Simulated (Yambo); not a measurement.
```xyz
4
Lattice="3.1845 0.0000 0.0000 -1.5922 2.7578 0.0000 0.0000 0.0000 5.1459" Properties=species:S:1:pos:R:3 pbc="T T T"
O      1.5922     0.9193     4.5255
O      0.0000     1.8386     1.9525
Zn     1.5922     0.9193     2.5775
Zn     0.0000     1.8386     0.0045
```

ZnO (wurtzite, space group P6_3mc, No. 186): mean Im ε in 1 eV windows above the direct gap of 2.58 eV, for different electron-hole kernels (Yambo, broadening 0.15 eV, LDA (Quantum ESPRESSO, PseudoDojo norm-conserving, 84 Ry, scalar-relativistic) bands; 12×12×6 mesh, 5 valence and 2 conduction bands, static screening with 42 bands and a 4 Ry block, scissor 1.71 eV, Tamm-Dancoff; field along x).

| window (eV) | independent quasiparticles | RPA (no attraction) | TDDFT, adiabatic LDA kernel | BSE |
|---|---|---|---|---|
| 2.6 to 3.6 | 1.2 | 1.1 | 1.1 | 2.2 |
| 3.6 to 4.6 | 1.5 | 1.4 | 1.4 | 1.7 |
| 4.6 to 5.6 | 1.4 | 1.3 | 1.3 | 1.5 |
| 5.6 to 6.6 | 1.3 | 1.3 | 1.3 | 1.7 |

This run doesn't resolve bound excitons or single peaks, so only averages are given, and they too depend on the mesh; weight that the attraction moves below the gap isn't listed. All transitions below 6.78 eV are in the band window. The scissor comes from a G0W0 run whose convergence isn't established.

Geometry relaxed with LDA.

With a shallow 3d shell G0W0 needs far more bands and larger blocks than here, so the scissor is uncertain by tenths of an eV or more.
